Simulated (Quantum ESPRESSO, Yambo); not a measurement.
SiC (6H, space group P6_3mc, No. 186). The geometry is that of Materials Project entry mp-7631, symmetrised and not relaxed again. Chain: PBEsol (Quantum ESPRESSO, PseudoDojo norm-conserving, 82 Ry, no spin-orbit coupling); G0W0 in Yambo (6×6×1 Γ-centred k mesh, 229 bands and a 8 Ry block in the screening, 229 bands in G with the Bruneval-Gonze terminator, plasmon pole fitted at 27.2 eV); BSE (12×12×2 mesh, 11 valence and 4 conduction bands, static screening with 70 bands and a 3 Ry block, scissor 0.94 eV, Tamm-Dancoff).

```json
{
  "PBEsol gap (dense path)": "1.92 eV",
  "PBEsol gap Γ → M on the GW mesh": "1.92 eV",
  "PBEsol smallest direct gap on the GW mesh, at M": "3.03 eV",
  "G0W0 direct gap at that point": "3.97 eV",
  "G0W0 correction to the gap Γ → M": "0.81 eV",
  "lowest_exciton": "no binding energy given (see below)"
}
```

Rough cost of the Yambo steps against G0W0 for 6 states: BSE about 2×.

Nearest settings tried, and what they do to the gap: 147 bands in G: +2 meV; 147 bands in W, 147 bands in G: +6 meV; 7 Ry block (283 vectors against 345): -45 meV. Not varied: mesh. So the settings aren't converged at that level. The BSE states are vertical excitations (zero momentum); the indirect quasiparticle gap, about 2.73 eV, is smaller than the direct one (3.97 eV on the GW mesh). The lowest state covers only about 4 of the 288 k points, so the mesh doesn't resolve it: its energy and its distance from the direct gap are mesh artefacts. An extended exciton needs a far denser mesh. Axes are Cartesian, with cell vectors (Å) (3.08, 0.00, 0.00), (-1.54, 2.66, 0.00), (0.00, 0.00, 15.10).
